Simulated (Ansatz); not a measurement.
B in space group Cmce (No. 64; B on 8f) at seven volumes, DFT-r²SCAN+D4 in the program Ansatz with PAW potentials, shape and atoms relaxed at each. One row is withheld.

```csv
V (Å³/atom),P (GPa)
5.758,30.07
5.948,?
6.138,8.70
6.328,0.01
6.518,-7.58
6.707,-14.20
6.897,-19.98
```

Problem. Fit the shown pressures and predict the withheld one.

Solution. P = (3/2)B₀(x^(7/2) − x^(5/2))[1 + (3/4)(B′ − 4)(x − 1)] with x = (V₀/V)^(2/3). Least squares on the six rows gives V₀ = 6.328 Å³/atom, B₀ = 270 GPa, B′ = 3.50. At V = 5.948, x = 1.0422 and P = 18.63 GPa. The run itself gave 18.66 GPa.

A made-up cell: these elements were put on the sites of a structure type; neither database checked (COD, Materials Project) lists it. It is not the phase usual at ambient conditions (space group No. 166). The cell was relaxed with r²SCAN+D4 under the symmetry of its start; its stability against distortions is not shown here.

Potentials: the earlier of the program's two PAW sets.
